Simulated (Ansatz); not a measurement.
A scan (energy against volume; even scaling of the relaxed cell, symmetry kept) gave these values. All values below come from PBE (plane waves to 420 eV, PAW, scalar-relativistic; Ansatz, a program for electronic structure).

| Property | Value |
|---|---|
| Bulk modulus B₀ (third-order Birch-Murnaghan fit) | 172 GPa |
| Pressure derivative B₀′ (fit) | 4.4 |
| Equilibrium volume of the fit | 11.77 Å³/atom |

Q: Of these crystals, all scanned alike, which one is it?
A) TaC (rock salt)
B) GaN (zinc blende)
C) Mg₂Si (antifluorite type, space group Fm-3m)
D) CdTe (zinc blende)

A: B, GaN (zinc blende). The others have, for the bulk modulus: CdTe 35.0 GPa, Mg2Si 54.0 GPa, TaC 324 GPa

All were relaxed with their symmetry unable to fall. Spin-orbit coupling is left out. TaC is run without spin polarisation. The PAW data are Ansatz's earlier set.

(A scan under strain: stresses follow from slopes of the energy per volume, elastic moduli from its curvatures.)
